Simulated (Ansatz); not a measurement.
## Compressing TiGa3: a fit and a missing row

TiGa3, I4/mmm, a = 3.746 Å, c = 8.676 Å. The structure is a COD entry; whether it is the stable form wasn't checked. Ansatz: PBEsol, PAW, 420 eV, Γ-centred 16×16×16 mesh on 4 atoms, Gaussian smearing 0.10 eV; no spin polarisation. Shape and atoms are relaxed at each volume; pressure is positive in compression.

| V (Å³/atom) | P (GPa) |
| --- | --- |
| 14.302 | 8.04 |
| 14.759 | ? |
| 15.215 | 0.00 |
| 15.672 | -3.11 |
| 16.128 | -5.74 |

Take V0 = 15.215 Å³/atom, fit the third-order Birch–Murnaghan form to the other rows, and predict the missing pressure.

With the Eulerian strain f = ½[(V0/V)^(2/3) − 1] and y = P/[3f(1 + 2f)^(5/2)], the form is the line y = B0 + 1.5 B0 (B0′ − 4) f. Rows (f, y): 0.02106, 114.8; -0.00977, 111.5; -0.01905, 110.7. Means f = -0.002587, y = 112.33; Σ(Δf)² = 0.0008818, ΣΔfΔy = 0.09120; the slope is their ratio. y = 112.6 + 103.4 f GPa, so B0 = 112.6 GPa and B0′ = 4 + 2 × (103.4)/(3 × 112.6) = 4.61. At V = 14.759, f = 0.01025, y = 113.66 and P = 3.68 GPa. The run gave 3.68 GPa, the same to the digits shown.